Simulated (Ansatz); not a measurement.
## Two inputs for CsPbBr₃

Cell: a computed structure from the Materials Project (it need not be an observed phase), taken as it stands.

Space group Pnma (No. 62); a = 8.4538, b = 11.8789, c = 8.1011 Å.

```csv
site,Wyckoff,site symmetry,x,y,z
Cs,4c,.m.,0.4398,0.2500,0.5195
Pb,4b,-1,0.0000,0.5000,0.5000
Br9,4c,.m.,0.9937,0.7500,0.5597
Br11,8d,1,0.2010,0.0317,0.8028
```

One atom of each set is listed.

Reference run. All values are calculated (Ansatz; DFT, PBE, plane waves and PAW, scalar-relativistic, 420 eV cutoff, Γ-centred 4×3×4 k-points, Fermi–Dirac smearing 0.02 eV), not measured.

Q: The input is changed as follows: `kpoints.mp_grid.shift`: not typed → [0.5, 0.5, 0.5]. What happens to V_zz (10²¹ V/m²) and η?

A: 

```csv
site,V_zz reference,η reference,V_zz changed,η changed
Cs,2.26,0.36,2.26,0.36
Pb,-1.48,0.94,1.42,0.94
Br9,21.3,0.12,21.4,0.12
Br11,20.2,0.01,20.2,0.01
```

The largest change of V_zz along a kept axis is on Br9, from 21.3 to 21.4. In per cent, |V_zz| changes by 0 on Cs, 0 to +1 on Br (all sites that start above 0.5, bar those whose gradient vanishes or changes sign or whose main axis turns by over 40°). On Pb the largest principal value lies along another axis in the second run, so the two V_zz can't be compared directly. That the mesh alone moves the values this far shows that they aren't yet converged in k-points. SCF iterations: 6 and 6.

On the reference run: Spin–orbit coupling is left out, which shifts gradients on Pb by a few per cent, and by more where contributions nearly cancel.
